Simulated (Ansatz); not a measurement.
### Question
Each is relaxed and computed with LDA in the plane-wave PAW code Ansatz. Which is the only one with a gap?
A) Re2C, P6_3/mmc (Re on 4f, C on 2c)
B) WN2, P6_3/mmc (W on 2d, N on 4e)
C) AlCr2C, P6_3/mmc (Al on 2d, Cr on 4f, C on 2a)
D) B2W, P6/mmm (W on 1a, B on 2d)

### Answer
B, WN2, P6_3/mmc (W on 2d, N on 4e). WN2: gap 1.37 eV (indirect); B2W: metal; AlCr2C: metal; Re2C: metal. Standing as an ambient phase not checked: WN2, P6_3/mmc (W on 2d, N on 4e); B2W, P6/mmm (W on 1a, B on 2d); Re2C, P6_3/mmc (Re on 4f, C on 2c). All cells were relaxed under the symmetry of their starts (and spin orders); stability against distortions was not tested throughout. Rows with no word on spin ran without spin polarisation. Scalar-relativistic: spin–orbit coupling is off unless named, which matters more the heavier the elements.

Potentials: the later of the program's two PAW sets.
